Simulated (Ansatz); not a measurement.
Ta:
```
Ta
1.0
   -1.65948     1.65948     1.65948
    1.65948    -1.65948     1.65948
    1.65948     1.65948    -1.65948
Ta
1
Direct
  0.00000   0.00000   0.00000
```

Relaxed with PBE. Special points in fractions of this cell's reciprocal vectors: Γ (0.000, 0.000, 0.000); H (0.500, -0.500, 0.500); N (0.000, 0.000, 0.500); P (0.250, 0.250, 0.250).

Task: List the band energies nearest the Fermi level at these points for the program Ansatz at the PBE level (PAW).

Result: In eV from the Fermi level; about four levels below and three above (degenerate sets whole), none deeper than 8.9 eV; points with the same levels are listed once.

```tsv
k	below	above
Γ	-7.85	0.73 0.73 0.73
H	-3.72 -3.72	6.72 6.72 6.72
N	-4.31 -1.50	1.51 3.83 4.84
P	-1.23 -1.23 -1.23	5.01 5.01 6.93
```

Space group Im-3m (bcc (W type)). The cell was relaxed with PBE under the symmetry of its start. No spin polarisation was allowed. Spin–orbit coupling is left out wherever it is not named.

Potentials: the later of the program's two PAW sets.
